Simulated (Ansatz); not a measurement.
GeW in space group P-6m2 (No. 187; W on 1a, Ge on 1f) at seven volumes, DFT-PBE in the program Ansatz with PAW potentials, shape and atoms relaxed at each. One row is withheld.

| V (Å³/atom) | P (GPa) |
|---|---|
| 14.673 | 21.76 |
| 15.157 | 13.49 |
| 15.641 | 6.22 |
| 16.124 | -0.01 |
| 16.608 | -5.25 |
| 17.092 | ? |
| 17.576 | -13.43 |

Fit the shown pressures and predict the withheld one.

P = (3/2)B₀(x^(7/2) − x^(5/2))[1 + (3/4)(B′ − 4)(x − 1)] with x = (V₀/V)^(2/3). Least squares on the six rows gives V₀ = 16.129 Å³/atom, B₀ = 188 GPa, B′ = 4.28. At V = 17.092, x = 0.9621 and P = -9.63 GPa. The run itself gave -9.65 GPa.

A made-up cell: these elements were put on the sites of a structure type; neither database checked (COD, Materials Project) lists it. Its standing as an ambient phase is unchecked. Symmetry was held in the PBE relaxation; its stability against distortions is not shown here. No spin polarisation was allowed. Spin–orbit coupling is left out wherever it is not named.

Potentials: the later of the program's two PAW sets.
